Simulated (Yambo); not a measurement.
Yambo run on TiO₂ (space group Pnma, No. 62). The wavefunctions are PBEsol (pw.x of Quantum ESPRESSO, ONCV potentials, scalar-relativistic) ones on a 1×4×2 mesh (48 occupied bands); a = 9.460 Å, b = 2.966 Å, c = 4.881 Å, α = β = γ = 90.00°.

Yambo input:

```
rim_cut
gw0
dyson
el_el_corr
HF_and_locXC
ppa
em1d
RandQpts= 1000000
RandGvec= 1 Ry
EXXRLvcs= 84 Ry
VXCRLvcs= 336 Ry
Chimod= "HARTREE"
% BndsRnXp
 5 | 139 |
%
NGsBlkXp= 8 Ry
% LongDrXp
 1.0 | 1.0 | 1.0 |
%
PPAPntXp= 27.2114 eV
% GbndRnge
 1 | 276 |
%
GTermKind= "BG"
DysSolver= "n"
ExtendOut
% QPkrange
 1 | 1 | 48 | 49 |
 3 | 3 | 49 | 49 |
%
```

k points by index: 1 = Γ, 3 = (0, 0.25, 0).

The o-*.qp file then holds:

```
#    K-point    Band    Eo [eV]    E [eV]    E-Eo [eV]    Vxc [eV]    Vnlxc [eV]    Sc|Eo [eV]    Sc|E [eV]    dSc/dw|Eo [eV]    Re(Z)    Im(Z)
#
    1    48    0.000000    -0.095789    -0.095789    -20.07141    -24.63518    4.437294    4.467983    -8.705938    0.757609    -0.001495
    1    49    2.649337    4.167194    1.517857    -20.23482    -12.26399    -5.984066    -6.452970    -8.405114    0.764007    -0.001730
    3    49    2.527472    3.989666    1.462194    -19.74664    -11.84700    -5.994015    -6.437450    -8.251194    0.767323    -0.001650
```
(The two width columns are left out.) Convergence of these settings isn't established.

Geometry of the Materials Project entry, not relaxed at this level.

This is not the ordinary phase of the substance.
